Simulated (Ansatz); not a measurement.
Si₂W (P6_222), random displacements

Computed with Ansatz, DFT PBEsol, scalar-relativistic, plane waves, PAW. The runs took a 420 eV cutoff, a Γ-centred 12×12×6 mesh and Gaussian smearing (0.15 eV). Spin–orbit coupling is left out, which can shift energies with elements as heavy as these. No spin polarisation. Energies are free energies at this smearing, counted from the undisturbed cell; pressure is positive in compression.

Zero of the scan (relaxed at this level; this form isn't the usual structure):

```
Si W
1.0
     4.57609    0.00000    0.00000
    -2.28804    3.96301    0.00000
     0.00000    0.00000    6.60331
Si W
6 3
Cartesian
  2.2880 2.6646 3.3017
  -1.1636 3.3138 5.5028
  1.1636 3.3138 1.1006
  0.0000 1.2984 3.3017
  3.4516 0.6492 5.5028
  1.1245 0.6492 1.1006
  -1.1440 1.9815 1.1006
  1.1440 1.9815 5.5028
  2.2880 0.0000 3.3017
```

The atoms are displaced (Å, in the unstrained cell):

```tsv
atom	ux	uy	uz
Si1	-0.015	-0.001	0.016
Si2	0.020	0.019	-0.036
Si3	0.001	-0.008	0.000
Si4	-0.013	-0.005	0.003
Si5	-0.002	0.054	0.029
Si6	0.039	0.000	0.011
W7	0.011	0.004	0.024
W8	-0.005	-0.014	-0.044
W9	-0.036	-0.048	-0.003
```

Strain (Voigt, engineering shear): (-0.0194, -0.0030, 0.0342, -0.0411, -0.0815, 0.0357).

(1) What are the energy change, the stress and the forces?

## Answers

(1) ΔE = 90.8 meV/atom; stress (xx, yy, zz, yz, xz, xy; compression positive) (7.15, -0.13, -7.17, 5.40, 11.84, -6.92) GPa.
| atom | Fx (eV/Å) | Fy | Fz |
| --- | --- | --- | --- |
| Si1 | -0.16 | -0.39 | -0.22 |
| Si2 | 0.06 | -0.16 | 0.39 |
| Si3 | -0.07 | 0.19 | -0.10 |
| Si4 | -0.22 | -0.50 | -0.21 |
| Si5 | 0.24 | -0.61 | -0.42 |
| Si6 | -0.46 | 0.18 | -0.08 |
| W7 | -0.26 | -0.26 | -0.65 |
| W8 | 0.11 | 0.60 | 1.03 |
| W9 | 0.76 | 0.96 | 0.25 |

Cost: 1 run of about 2.6 core-minutes, on Intel Xeon Platinum 8175M (Skylake/Cascade Lake) (shared hosts).